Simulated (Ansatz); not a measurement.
The start is a relaxed Cu2O cell with one O and one Cu atom exchanged in a cell of 6 atoms. A full variable-cell relaxation at zero pressure is run with r2SCAN (plane waves to 500 eV, PAW, scalar-relativistic; Ansatz, a program for electronic structure). The first steps use a coarse 6×6×6 k-mesh.

Starting cell:
```yaml
crystal:
  lattice:
    - [4.24453, 0.00000, 0.00000]
    - [0.00000, 4.24453, 0.00000]
    - [0.00000, 0.00000, 4.24453]
  atoms:
    - { symbol: Cu, position: [0.75000, 0.75000, 0.75000] }
    - { symbol: Cu, position: [0.75000, 0.25000, 0.25000] }
    - { symbol: Cu, position: [0.25000, 0.75000, 0.25000] }
    - { symbol: O, position: [0.25000, 0.25000, 0.75000] }
    - { symbol: O, position: [0.00000, 0.00000, 0.00000] }
    - { symbol: Cu, position: [0.50000, 0.50000, 0.50000] }
```

By how much does the energy per atom fall from start to end?

About 1.4 eV/atom.

How does the volume per atom move from start to end?

-15.1 %, from 12.74 to 10.82 Å³/atom.

Is the parent structure recovered?

It does not go back: it is caught in R3m (No. 160), 0.26 eV/atom above the parent.

How do the shortest distances between atoms change?

The closest pairs of elements (up to four, under 3.6 Å), start → end: Cu–O 1.84 → 1.86 Å; Cu–Cu 1.84 → 2.52 Å; O–O 1.84 → 2.51 Å.

Final values are on a 12×12×12 k-mesh of the relaxed cell. The start holds a very short contact (Cu–Cu 1.84 Å). No spin polarisation in the result. The d or f electrons are treated with no Hubbard U.

The run could not lose the symmetry of its start: the end is stationary, and may be a saddle point rather than a minimum.

The relaxed structure here is a generated cell of Cu2O: the first start was made by placing the elements on the sites of a structure type, and the end was not matched to a known phase here, so it may be hypothetical. Known forms of Cu2O include space group No. 224.
